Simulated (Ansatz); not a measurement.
Ansatz (a first-principles code) input:

Ansatz 0.2 input:
```yaml
crystal:
  lattice:
    - [4.0261683174, 0.0, 0.0]
    - [0.0, 4.0261683174, 0.0]
    - [0.0, 0.0, 4.0261683174]
  atoms:
    - { symbol: Al, position: [0.0, 0.0, 0.0] }
    - { symbol: Ru, position: [0.0, 0.5, 0.5] }
    - { symbol: Ru, position: [0.5, 0.0, 0.5] }
    - { symbol: Ru, position: [0.5, 0.5, 0.0] }
    - { symbol: B, position: [0.5, 0.5, 0.5] }
kpoints:
  mp_grid: { grid: [10, 10, 10] }
hamiltonian:
  xc: r2scan
  pseudopotentials: { kind: paw }
scf:
  occupations: { method: gaussian, width: 0.05 }
checkpoint: { read: metal.run }
output: { write_density: true, elf: true, volumetric_format: npy }
basis: { fft_grid_basis: typed }
```

Output (shortened):

```
Pseudopotential: Al, paw, valence charge 3
Pseudopotential: Ru, paw, valence charge 16
Pseudopotential: B, paw, valence charge 3
Functional definition: r2SCAN
Crystal: 5 atoms, lattice volume = 65.264 Å³
Basis set: ecut = 500 eV, 1647 PW (Γ), exchange–correlation on 120×120×120 points (64 copies of the dense FFT grid, shifted against one another)
Bands: 33, of which v1, the nominal top of the filled ones, is band 27 counted from 1 (26 counted from 0)
Symmetry: 48 space group operations
Space group: Pm-3m (ITA 221), of the structure as read, at distance tolerance 4.0e-5 Å
k-points: 56 of 1000
Stability of the state it starts from, as read at its close in the unpolarized treatment …
iter 1 solved again at ethr=1.59e-7 eV; its pass at ethr=3.10e-3 eV (dr2=8.59e-5 eV) is discarded
SCF iter   1: F=—  HF=-18369.629891 eV  |F-HF|=—  |Δ(HF+E_count)|=         —  Δρ=4.85e-7  dr2=1.09e-10  dr2_τ=2.67e-11  ethr=1.59e-7  ⟨swp⟩=3.3  Hψ=11938  notcnv=0
preconditioner: auto → Kerker (q_TF=auto, 2.643 Å⁻¹)
SCF iter   2: F=-18369.629891 eV  HF=-18369.629891 eV  |F-HF|=4.37e-11  |Δ(HF+E_count)|=   1.15e-7  Δρ=3.31e-7  dr2=7.41e-11  dr2_τ=2.98e-11  ethr=1.00e-12  ⟨swp⟩=6.9  Hψ=8118  notcnv=0
SCF 1 converged in 2 iterations: F = -18369.629891 eV  dr2 = 7.41e-11
SCF converged after 2 iterations
Free energy (F): -18369.629891 eV
Harris-Foulkes:  -18369.629891 eV  (|F-HF|=4.37e-11)
Internal energy: -18369.621195 eV  (E = F + TS)
E sigma→0 (E₀):  -18369.625543 eV
Entropy (-TS):   -0.008696 eV (-1.739 meV/atom)
Fermi energy:    16.976810 eV
--- Per-component energies (eV) ---
  E_band       = -420.177455
  E_kinetic    = 1619.269297
  E_local      = -5345.453645  (includes V_loc(G=0)·N_el)
  E_nonlocal   = 1053.148062
  E_hartree    = 1880.454466
  E_xc         = -621.354675
  E_vxc        = -874.999071  (∫ρ·V_xc dr)
  E_paw        = -10991.376492  (= ΣΔE_a)
  E_vpaw       = -693.345664  (= ΣTr[D̂ρ^β])
  E_aug_tail   = 0.000267  (compensation charges beyond the density's cutoff)
  E_vtau       = 60.295081  (kinetic-family band-sum trace: ∫τ·v_τ [+ j·A + Jᵃ·Aᵃ] dr)
  E_ewald      = -5963.297058
  E_core_change = -1.011417  (= ΣΔE_core)
  E_smearing   = -0.008696  (= −TS)
  E_closure    =  0.000000  (closes the sum)
  Σ components = -18369.629891   (vs F -18369.629891, Δ=0.00e0)
  [band-id]    e_kinetic+e_local+e_nonlocal+2·e_hartree+e_vxc+e_vpaw+e_augmentation_tail+e_vtau = -420.176740   (vs E_band -420.177455, Δ=7.15e-4)
--- Band table (eV; the first three rows and the last of 56) ---
  k-point 0: bands = ["-57.5912", "-57.4922", "-57.4922", "-27.1517", "-27.1517", "-27.1517", "-26.6276", "-26.6276", "-26.6276", "-26.5838", "-26.5838", "-26.5838", "5.6994", "9.0651", "12.5235", "12.5235", "12.5235", "13.0999", "13.0999", "16.0952", …
  k-point 1: bands = ["-57.5891", "-57.4943", "-57.4922", "-27.1470", "-27.1470", "-27.1430", "-26.6296", "-26.6296", "-26.6283", "-26.5936", "-26.5868", "-26.5868", "5.7986", "9.1561", "12.5572", "12.5590", "12.5590", "13.0557", "13.1996", "15.3142", …
  k-point 2: bands = ["-57.5830", "-57.5006", "-57.4921", "-27.1344", "-27.1344", "-27.1185", "-26.6363", "-26.6363", "-26.6298", "-26.6208", "-26.5934", "-26.5934", "6.0835", "9.4180", "12.6503", "12.6668", "12.6668", "12.8684", "13.4864", "14.1584", …
  k-point 55: bands = ["-57.5252", "-57.5252", "-57.5252", "-27.4673", "-26.8565", "-26.8565", "-26.8565", "-26.8120", "-26.8120", "-26.4809", "-26.4809", "-26.4809", "9.8910", "9.8910", "9.8910", "10.4575", "11.3046", "14.8789", "14.8789", "14.8789", …
```

Cost: roughly 11 core-seconds on shared cores.

The start of the workflow was typed in or built on a structure type; neither database checked (COD, Materials Project) lists it. Whether it is the stable phase at ambient conditions was not checked. Symmetry was held in the r²SCAN relaxation; its stability against distortions is not shown here. No spin polarisation was allowed. The volume moved by -15 % from the start of the relaxation. Spin–orbit coupling is left out wherever it is not named.

Potentials: the later of the program's two PAW sets.

Ansatz is a plane-wave DFT program.
